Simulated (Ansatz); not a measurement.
K₂NaAlH₆:
```
CELL_PARAMETERS angstrom
      0.00000     4.00424     4.00424
      4.00424     0.00000     4.00424
      4.00424     4.00424     0.00000
ATOMIC_POSITIONS crystal
  K  0.25000 0.25000 0.25000
  K  0.75000 0.75000 0.75000
  Na 0.50000 0.50000 0.50000
  Al 0.00000 0.00000 0.00000
  H  0.22099 0.77901 0.22099
  H  0.77901 0.22099 0.77901
  H  0.22099 0.77901 0.77901
  H  0.77901 0.22099 0.22099
  H  0.22099 0.22099 0.77901
  H  0.77901 0.77901 0.22099
```

This is the PBEsol-relaxed structure.

**Question.** All from DFT-PBEsol in the program Ansatz with PAW potentials, unless another level is named. Predict the Poisson's ratio.

**Answer.** 0.18.

**Question.** Predict the elastic constants (relaxed ions, GPa).

**Answer.** C11 = 57.8, C12 = 14.3, C44 = 24.8.

Space group Fm-3m. The first step of the workflow began from a Materials Project structure, measured or hypothetical; the Crystallography Open Database copy checked does not list it. Its standing as an ambient phase is unchecked. Symmetry was held in the PBEsol relaxation; its stability against distortions is not shown here.

Potentials: the later of the program's two PAW sets.
